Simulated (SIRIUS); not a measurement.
A self-consistent single point of MgZn3O4 (Cm, 8 atoms in the cell; from Materials Project mp-1221958, changed as shown).

```xyz
8
Lattice="6.0135 -1.6591 0.0000 6.0135 1.6591 0.0000 -2.7236 0.0000 5.0364" Properties=species:S:1:pos:R:3 pbc="T T T"
Mg     0.5167     0.0000     4.6335
Zn     7.8953     0.0000     2.0936
Zn     3.7440     0.0000     4.1813
Zn    11.1120     0.0000     1.6877
O     -1.2467     0.0000     3.6711
O      6.1040     0.0000     1.1337
O      9.3450     0.0000     0.7051
O      1.9582     0.0000     3.2379
```

Computed with LDA (PW92), PseudoDojo 0.4 standard norm-conserving LDA (tails mended) pseudopotentials (plane waves; SIRIUS).

SIRIUS settings:

| key | value |
|---|---|
| parameters.ngridk | 4 4 2 |
| parameters.xc_functionals | [XC_LDA_X, XC_LDA_C_PW] |
| parameters.gk_cutoff | 9.165 1/bohr |
| parameters.pw_cutoff | 18.331 1/bohr |
| parameters.smearing | gaussian |
| parameters.smearing_width | 0.0001 Ha |
| potentials | PseudoDojo 0.4 standard norm-conserving LDA (tails mended) pseudopotentials |
| parameters.electronic_structure_method | pseudopotential |
| parameters.num_bands | 56 |
| parameters.num_mag_dims | 0 |
| parameters.num_dft_iter | 100 |
| parameters.energy_tol | 1e-07 Ha |
| parameters.density_tol | 1e-06 |
| mixer.type | broyden2 |
| mixer.beta | 0.5 |
| mixer.use_hartree | false |

Results:

* **Number of valence electrons**: 94
* **Number of bands**: 56
* **Number of k-points after the program's reduction**: 14
* **Number of plane waves (most at a k-point)**: 8836
* **Number of SCF iterations**: 17
* **FFT grid**: 72 × 72 × 72
* **Free energy E − TS**: -20470.3446 eV
* **Gap on the k-point mesh**: 1.20 eV
* **Pressure**: -12.72 GPa
* **Largest force (vector length)**: 0.280 eV/Å

Forces (eV/Å):
```tsv
atom	Fx	Fy	Fz
Mg1	0.016	0.000	0.031
Zn2	0.024	0.000	-0.021
Zn3	-0.032	0.000	-0.018
Zn4	-0.047	0.000	-0.010
O5	-0.193	0.000	-0.133
O6	0.009	0.000	0.012
O7	0.029	0.000	0.279
O8	0.195	0.000	-0.140
```

Stress (GPa, positive for compression):
```
-12.53    0.00    0.18
  0.00  -12.80    0.00
  0.18    0.00  -12.84
```

The gap is read on the k-point mesh of the run and can differ from the gap over the whole zone at this level.

For comparison: a first run was changed to give this one (volume scaled by 1.06), and from it to this one the free energy goes up by 42.9 meV/atom, the pressure goes from -6.32 to -12.72 GPa, the largest force goes from 0.237 to 0.280 eV/Å and the gap on the mesh goes from 1.330 to 1.202 eV.

The structure comes from a collection of computed structures, made at another level of theory; the collection holds predicted forms beside known ones.

Cost on one core: roughly 2.2 core-minutes.

“Tails mended”: in these copies of the files the far tail of each local potential was reset to the Coulomb form.
